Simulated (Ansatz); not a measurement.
**Lattice vibrations of Be$_{3}$CdS$_{4}$ at Γ**

All numbers below come from Ansatz, DFT PBE, scalar-relativistic, plane waves, PAW. Plane waves to 420 eV; Γ-centred k mesh 4×4×4; fixed occupations. No spin polarisation. Phonons by linear response, acoustic sum rule imposed.

The cell, relaxed at this level:
```
CELL_PARAMETERS angstrom
7.26095 0.00000 0.00000
0.00000 6.24839 0.00000
0.00000 0.00000 5.94548
ATOMIC_POSITIONS crystal
Be 0.50000 0.81523 0.99949
Be 0.74941 0.33913 0.99917
Be 0.25059 0.33913 0.99917
Be 0.00000 0.18477 0.49949
Be 0.24941 0.66087 0.49917
Be 0.75059 0.66087 0.49917
Cd 0.50000 0.16184 0.50461
Cd 0.00000 0.83816 0.00461
S 0.50000 0.78369 0.35751
S 0.77848 0.35287 0.35665
S 0.22152 0.35287 0.35665
S 0.50000 0.15391 0.92676
S 0.00000 0.21631 0.85751
S 0.27848 0.64713 0.85665
S 0.72152 0.64713 0.85665
S 0.00000 0.84609 0.42676
```

The structure comes from a proposed guess, relaxed at this level; another structure or a mixture of phases may lie lower.

Problem. Is this structure stable against zone-centre distortions?

Solution. Yes, at Γ: no optical mode is imaginary. Strains and other wave vectors aren't tested by this run.

Problem. List the optical modes at Γ without the LO field (i marks imaginary ones).

Solution.
| frequency (meV) | degeneracy | IR intensity of the level ((D/Å)²/amu) |
| --- | --- | --- |
| 8.7 | 1 | 0.00 |
| 9.6 | 1 | 0.00 |
| 10.5 | 1 | 0.01 |
| 13.9 | 1 | 1.04 |
| 15.7 | 1 | 1.45 |
| 15.7 | 1 | 1.79 |
| 17.9 | 1 | 0.00 |
| 21.7 | 1 | 0.00 |
| 24.4 | 1 | 0.00 |
| 25.4 | 1 | 0.02 |
| 25.7 | 1 | 0.03 |
| 28.2 | 1 | 0.00 |
| 32.1 | 1 | 0.07 |
| 32.5 | 1 | 0.00 |
| 32.6 | 1 | 1.20 |
| 34.3 | 1 | 0.00 |
| 35.2 | 1 | 0.00 |
| 35.6 | 1 | 0.35 |
| 36.2 | 1 | 0.06 |
| 36.5 | 1 | 0.20 |
| 37.1 | 1 | 1.66 |
| 37.4 | 1 | 1.14 |
| 38.6 | 1 | 0.56 |
| 40.6 | 1 | 0.98 |
| 40.8 | 1 | 3.55 |
| 41.1 | 1 | 2.23 |
| 42.7 | 1 | 0.01 |
| 51.7 | 1 | 25.22 |
| 52.6 | 1 | 0.00 |
| 55.5 | 1 | 0.03 |
| 56.0 | 1 | 19.93 |
| 56.8 | 1 | 2.87 |
| 58.0 | 1 | 0.00 |
| 59.5 | 1 | 0.00 |
| 60.9 | 1 | 3.87 |
| 61.9 | 1 | 0.94 |
| 62.6 | 1 | 0.00 |
| 64.3 | 1 | 61.98 |
| 64.6 | 1 | 0.23 |
| 66.5 | 1 | 0.56 |
| 67.2 | 1 | 0.53 |
| 67.5 | 1 | 31.64 |
| 68.7 | 1 | 0.00 |
| 69.1 | 1 | 32.53 |
| 70.5 | 1 | 1.32 |
